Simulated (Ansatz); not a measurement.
**Te2Pd3: from a starting cell to a relaxed one**

The relaxed structure here is a generated cell of Te2Pd3: the first start was made by placing the elements on the sites of a structure type, and the end was not matched to a known phase here, so it may be hypothetical.

The start is a generated cell, Te2Pd3 built in the AFLOW prototype A2B3_hR5_166_c_ac (C33, as in Bi2Te3). The cell and all atomic positions are relaxed at zero pressure with r2SCAN (plane waves to 500 eV, PAW, scalar-relativistic; Ansatz, a quantum-chemistry and plane-wave program). The first steps use a coarse 7×7×7 k-mesh.

Initial structure:
```yaml
crystal:
  lattice:
    - [1.83465, 1.05924, 8.51663]
    - [-1.83465, 1.05924, 8.51663]
    - [0.00000, -2.11847, 8.51663]
  atoms:
    - { symbol: Te, position: [0.39900, 0.39900, 0.39900] }
    - { symbol: Te, position: [0.60100, 0.60100, 0.60100] }
    - { symbol: Pd, position: [0.00000, 0.00000, 0.00000] }
    - { symbol: Pd, position: [0.20800, 0.20800, 0.20800] }
    - { symbol: Pd, position: [0.79200, 0.79200, 0.79200] }
```

**Question.** How large is the pressure on the unrelaxed cell, and of which sign?

**Answer.** +7 GPa (positive: the cell is compressed).

**Question.** Which atoms feel the largest initial force, and how large is it?

**Answer.** About 1.5 eV/Å, on Pd4, Pd5 (atoms numbered as listed).

**Question.** By how much does the energy per atom fall from start to end?

**Answer.** 0.13 eV/atom.

**Question.** How do the shortest distances between atoms change?

**Answer.** The closest pairs of elements (up to four, under 3.6 Å), start → end: Pd–Te 2.61 → 2.70 Å; Pd–Pd 2.99 → 2.68 Å.

**Question.** Is the relaxed structure metallic? Give its gap.

**Answer.** Zero (metallic).

**Question.** Write out the relaxed structure.

**Answer.** 
```cif
data_Pd9Te6
_chemical_formula_sum 'Te6 Pd9'
_space_group_name_H-M_alt 'R-3m :H'
_space_group_IT_number 166
_space_group_name_Hall '-R 3 2"'
_cell_length_a 3.95119
_cell_length_b 3.95119
_cell_length_c 22.68868
_cell_angle_alpha 90.000
_cell_angle_beta 90.000
_cell_angle_gamma 120.000
loop_
_atom_site_label
_atom_site_type_symbol
_atom_site_symmetry_multiplicity
_atom_site_Wyckoff_symbol
_atom_site_fract_x
_atom_site_fract_y
_atom_site_fract_z
_atom_site_occupancy
Te1 Te 6 c 0.00000 0.00000 0.40557 1
Pd1 Pd 3 a 0.00000 0.00000 0.00000 1
Pd2 Pd 6 c 0.00000 0.00000 0.19783 1
```
(The calculation used a cell of 5 atoms; values per cell refer to that cell.)

The space group stays R-3m (No. 166) (the run could not lower it); the end is AFLOW prototype A2B3_hR5_166_c_ac (C33, as in Bi2Te3), with 5 atoms in the primitive cell. Final values are on a 14×14×14 k-mesh of the relaxed cell. No spin polarisation in the result.

The run could not lose the symmetry of its start: the end is stationary, and may be a saddle point rather than a minimum.
